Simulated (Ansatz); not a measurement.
**Bi-209 NMR of the central transition in BiTe**

Cell: a COD entry, its atoms then relaxed with PBE in this cell.

Space group P-3m1 (No. 164); a = 4.4220, c = 24.0500 Å, γ = 120.00°.

| site | Wyckoff | site symmetry | x | y | z |
| --- | --- | --- | --- | --- | --- |
| Bi1 | 2c | 3m. | 0.0000 | 0.0000 | 0.1248 |
| Bi3 | 2d | 3m. | 0.3333 | 0.6667 | 0.2916 |
| Bi5 | 2d | 3m. | 0.6667 | 0.3333 | 0.4650 |
| Te7 | 2d | 3m. | 0.3333 | 0.6667 | 0.0536 |
| Te9 | 2d | 3m. | 0.6667 | 0.3333 | 0.2087 |
| Te11 | 2c | 3m. | 0.0000 | 0.0000 | 0.3636 |

One atom of each set is listed.

Method: Kohn–Sham DFT in Ansatz, PBE, plane waves and PAW, scalar-relativistic, 420 eV cutoff, Γ-centred 11×11×2 k-points, Fermi–Dirac smearing 0.05 eV.

Bi-209 has I = 9/2 and Q = -516.0 mb (Pyykkö 2018); at 11.7 T its Larmor frequency is ν₀ = 81.5 MHz (from the bare nuclear moment; shielding lowers the observed one by a per cent or two). Only the quadrupole interaction is simulated: positions count from each site's isotropic chemical shift, and shift anisotropy, dipolar and J coupling are left out, though they dominate static lines narrower than about 10 kHz.

The Bi sites: Bi1 (2 atoms; 6 Te at 3.07–3.25 Å); Bi3 (2 atoms; 6 Te at 3.08–3.24 Å); Bi5 (2 atoms; 3 Bi at 3.06 Å, 3 Te at 3.53 Å).

Fitted components of the simulated spectrum:

```
component  |C_Q| (MHz)     η
        A         9.62  0.00
        B         32.7  0.00
        C         78.1  0.00
```

Task: Which site most likely gives which component?

Result: By the calculation, A is Bi1, B is Bi3, C is Bi5. An axis of threefold or higher order runs through Bi1, Bi3 and Bi5, so V_zz lies along it and η is zero.

Spin–orbit coupling is left out, which shifts gradients on Bi by a few per cent in wide-gap crystals, and can shift them far more where the calculated gap is small or absent, as here. Newer work puts Q(²⁰⁹Bi) near −420 mb, which would lower these couplings by about a fifth. With a gap of 0.16 eV under a smearing of 0.05 eV the band edges are partly filled, so small gradients can hang on the smearing and the k-mesh.
